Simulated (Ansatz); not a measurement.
**E(M) for TiPd (Pm-3m)**

```xyz
2
Lattice="3.1800 0.0000 0.0000 0.0000 3.1800 0.0000 0.0000 0.0000 3.1800" Properties=species:S:1:pos:R:3 pbc="T T T"
Ti    1.5900    1.5900    1.5900
Pd    0.0000    0.0000    0.0000
```

The source of the geometry is a structure as deposited in COD; atoms and cell stay fixed.

The runs share PBEsol, 10×10×10 k mesh, Fermi–Dirac smearing of 0.05 eV. PAW means Ansatz 0.2.0 on its default frozen-core files; LAPW is all-electron LAPW in Ansatz 0.2.0. Site moments are integrated in spheres about the atoms, whose radii differ between the methods. Start moments of the first PAW run (μB): Ti1 1, Pd2 0.6.

The total moment M of the cell is held by giving each spin its own Fermi level. Half their difference over μB is the field that would hold M, so μB·B = dF/dM. Energies count from each method's free run. The held moment starts spread evenly over Ti1, Pd2.

Problem. Does the cell keep a net moment when the moments are free, and how does its energy change with a held moment?

Solution. The free run has no net moment (M = 0.00 μB). 
```
M (μB/cell)  ΔF PAW (meV/cell)  ΔF LAPW (meV/cell)  B, PAW (T)  largest site moment, PAW (μB)  pressure, PAW (GPa)
       0.00                0.0                   –           –                           0.00                 -6.9
       0.20               +2.2                +2.2        +380                           0.14                 -6.8
       0.40               +8.8                +8.8        +758                           0.27                 -6.7
       0.70              +25.9                   –       +1187                           0.46                 -6.4
       1.00              +49.7                   –       +1564                           0.64                 -6.0
       1.50             +118.1              +117.7       +4535                           0.93                 -4.8
       2.00             +311.4              +310.8       +8205                           1.15                 -3.5
       2.80             +908.7              +908.2      +19629                           1.51                  0.4
```

Separate runs put a uniform field on the spins (g = 2):

| field (T) | M PAW (μB/cell) | M LAPW (μB/cell) |
| --- | --- | --- |
| 300 | 0.158 | 0.159 |
| 600 | 0.314 | 0.314 |

The PAW files were made with PBE; the program remakes their cores once for the run's functional and then keeps them frozen. The Ansatz runs typed with the search for lower states off end where their start leads. None of this fixes the real material's magnetic order: only patterns that fit the cell were computed, at zero temperature, with a functional that can overstate moments.
